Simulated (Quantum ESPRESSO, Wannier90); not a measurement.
## SrAlGe (P-6m2): Wannier90 run

```xyz
3
Lattice="4.2965 0.0000 0.0000 -2.1483 3.7209 0.0000 0.0000 0.0000 4.7790" Properties=species:S:1:pos:R:3 pbc="T T T"
Sr     0.0000     0.0000     0.0000
Al    -2.1483     1.2403     2.3895
Ge     2.1483    -1.2403     2.3895
```

Structure: Materials Project mp-13311, symmetrised, not relaxed again. Not found in the COD (Crystallography Open Database) copy used; not checked further. Method: PBEsol plane waves in Quantum ESPRESSO 7.5 (PseudoDojo norm-conserving files, 63 Ry, no spin polarisation, no spin-orbit coupling), Bloch states on a 6×6×6 mesh through Γ, Wannier90 4.0.1. Density: 12×12×6 mesh, cold smearing 0.01 Ry. Spin-orbit coupling, left out, would split the p-like bands by a few tenths of an eV.

The plane-wave run has 32 bands and 27 electrons a cell. On the energy scale of pw.x, whose zero is arbitrary, the Fermi level lies at 8.25 eV.

Isolated groups of bands, relative to the Fermi level (bands from 11 on overlap up to the last one computed):

```json
[
 {"bands": "1", "from (eV)": "-35.39", "to (eV)": "-35.37", "filling": "filled", "weight on atomic waves": "Sr 4s 96 %"},
 {"bands": "2–6", "from (eV)": "-24.44", "to (eV)": "-24.36", "filling": "filled", "weight on atomic waves": "Ge 3d 100 %"},
 {"bands": "7–9", "from (eV)": "-17.60", "to (eV)": "-17.35", "filling": "filled", "weight on atomic waves": "Sr 4p 98 %"},
 {"bands": "10", "from (eV)": "-10.32", "to (eV)": "-8.56", "filling": "filled", "weight on atomic waves": "Ge 4s 56 %, Al 3p 21 %, Al 3s 14 %"}
]
```

Input w.win, without the blocks of cell, atoms and k-points (216 lines):

```
num_bands = 23
num_wann = 14
exclude_bands = 1-9
num_iter = 1000
conv_tol = 1.0e-6
conv_window = 4
dis_num_iter = 1000
dis_conv_tol = 1.0e-6
dis_froz_max = 9.75
write_hr = true
write_u_matrices = true
begin projections
f=-0.00261,0.00892,-0.00457: s;d
f=-0.33586,0.34249,0.49578: s;p
end projections
mp_grid = 6 6 6
```

### Question
Check the input against the numbers above: what is wrong, and how is it mended?

### Answer
wannier90.x -pp stops with:
```
w90_readwrite_get_projections: too few projection functions defined
```
The projections block defines fewer trial orbitals than num_wann. Mended as below, all else unchanged, the run goes through (Ω_I = 25.7 Å²) and follows the plane-wave bands to 5.2 meV rms (states up to 1.0 eV relative to the Fermi level).
```
f=0.34590,-0.32303,0.50079: s;p
```
